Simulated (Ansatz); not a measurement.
**Stress against strain in Lu**

```yaml
crystal:
  lattice:
    - [3.50990, 0.00000, 0.00000]
    - [-1.75495, 3.03966, 0.00000]
    - [0.00000, 0.00000, 5.56660]
  atoms:
    - { symbol: Lu, position: [0.33333, 0.66667, 0.25000] }
    - { symbol: Lu, position: [0.66667, 0.33333, 0.75000] }
```

Atoms are numbered in the order listed.

The cell comes from COD entry 1538083, which wasn't checked; take it as a given geometry.

Spin–orbit coupling is left out, though it moves levels of the heavy atoms by tenths of an eV or more.

Computed with DFT, PBEsol, all-electron LAPW, scalar-relativistic (Ansatz 0.2.0).

The runs use a Γ-centred 13×13×8 k mesh, Fermi–Dirac smearing of 0.03 eV, basis error target 0.5 meV/atom, no spin polarisation.

The strain is applied along the Cartesian axes of the cell as listed (the other components stay zero). Fractional coordinates are held (clamped ions).

σ is the change of stress from the unstrained cell, which is at -3.38 GPa; tension is positive, so slopes are stress–strain coefficients at that pressure. In a metal the k mesh adds noise.

Only quantities that a quadratic follows smoothly over the whole series are listed; rougher ones are left out.

| εxx = εyy | σzz (GPa) | σxx (GPa) |
| --- | --- | --- |
| -0.0200 | -0.66 | -2.23 |
| 0.0000 | 0.00 | 0.00 |
| 0.0100 | 0.33 | 0.97 |
| 0.0200 | 0.62 | 1.86 |

Problem. Fit the series and read off the stiffness at zero strain.

Solution. Least-squares fits y = p0 + p1 x + p2 x² to the rows give σzz (GPa): p1 = 32.1, p2 = -64; σxx (GPa): p1 = 102, p2 = -460. So C13 + C23 = 32 GPa and C11 + C12 = 102 GPa, for these axes.

Problem. One run, at εxx = εyy = -0.0100, is withheld. Predict its row.

Solution. The fits give -0.32, -1.07; the run gave -0.34, -1.06.
